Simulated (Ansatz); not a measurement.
Consider the following.

MoIr:
```
MoIr
1.0
    0.00000     2.55920     2.55920
    2.55920     0.00000     2.55920
    2.55920     2.55920     0.00000
Ir Mo
1 1
Direct
  0.00000   0.00000   0.00000
  0.50000   0.50000   0.50000
```

This is the PBEsol-relaxed structure.

All from DFT-PBEsol in the program Ansatz with PAW potentials, unless another level is named. Estimate the formation energy from the elements (no fitted shifts).

80 kJ/mol of atoms.

Give the density of states at the Fermi level.

1.2 states/eV per atom (mean over ±0.08 eV).

Space group Fm-3m (rock salt). The start of the workflow was typed in or built on a structure type; neither database checked (COD, Materials Project) lists it. COD files the formula under space group No. 51. Whether it is the stable phase at ambient conditions was not checked. The cell was relaxed with PBEsol under the symmetry of its start. At this level the phase is mechanically unstable. The run is not spin-polarised. Its formation energy is positive at this level, so the cell may be metastable or incomplete. The references are the lowest solids computed at this level, not always the standard phases. Spin–orbit coupling is left out wherever it is not named.

Potentials: the earlier of the program's two PAW sets. The files were generated under PBE; for other functionals the program regenerates the frozen cores, and for LDA and PBEsol the local potential too.
